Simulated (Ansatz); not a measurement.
C:
```
C
1.0
   -2.42920     2.42920     2.42920
    2.42920    -2.42920     2.42920
    2.42920     2.42920    -2.42920
C
8
Direct
  0.32547   0.32547   0.32547
  0.00000   0.00000   0.67453
  0.00000   0.67453   0.00000
  0.67453   0.00000   0.00000
  0.00000   0.00000   0.32547
  0.67453   0.67453   0.67453
  0.00000   0.32547   0.00000
  0.32547   0.00000   0.00000
```

Relaxed with r²SCAN.

Question: Map the electron localisation function on the plane through (0.000, 0.675, 0.000) spanned by u = [1, 1, 0] and v = [1, -1, 0] in lattice vectors, from the program Ansatz at the r²SCAN level (PAW).

Answer: x is the fraction of u, y of v (the angle between them is 90°; rows are the nearest grid lines); atoms in the plane: C at (0.00, 0.00), C at (0.50, 0.50), C at (0.00, 0.67), C at (0.50, 0.17), C at (0.33, 0.67), C at (0.83, 0.17), C at (0.33, 0.00), C at (0.83, 0.50).
```
|  *@@@+  .=*+-.. .:=**=  |
| .+%%%=. :=+=:.   .:=+=. |
|*+=::-=+**+=:.     .-=***|
|=-:. .:-==-:.       .:-==|
|:..   ..::..         ..::|
|=-:. .:-==-:.       .:-==|
|==+++++==+*+-.     :=+*+=|
| .+%%#=. :=+=:.   .:=+=. |
| .#@@@*. -#%#+-:::-+#%#: |
|++#@@@#=+%@@%*+++++#%@@%+|
|%*++*++#%@@%++#@@@#+*%@@%|
|#+-::--+#%#- :#@@@*. =#%#|
|=:.   .:=+=. .+%%%=. :=+=|
|-.     :=+++==+++++==+*+-|
|.       .:-==-:. .:-==-:.|
|         ..::..   ..::.. |
|.       .:-==-:. .:-==-:.|
|:.     .:=+**+=::-=+**+=:|
|=:.   .:=+=. .+%%#=. :=+=|
|+-.. .:=+*=   *@@@+   =*+|
|%*+++++#%@@%++#@@@#=+%@@%|
|%##%%%##%@@@%##%%%##%@@@%|
| :#@@@*. =#%#+-::--+#%#- |
|  *@@@+  .=*+-.. .:=**=  |
```
Scale: ten equal steps from 0.003 (start of ' ') to 0.949 (end of '@'), in the order ' .:-=+*#%@'; x runs from 0.000 to 1.00, y from 0.000 (bottom) to 1.00 (top).

The density is the valence pseudo-density with augmentation charge, so density and ELF within about 1 Å of a nucleus are not all-electron values.

Space group Im-3m. The start of the workflow was typed in or built on a structure type; neither database checked (COD, Materials Project) lists it. It is not the phase usual at ambient conditions (space group No. 194, 227). The r²SCAN relaxation kept the symmetry of its start; whether a distortion lowers the energy is not shown.

Potentials: the earlier of the program's two PAW sets.
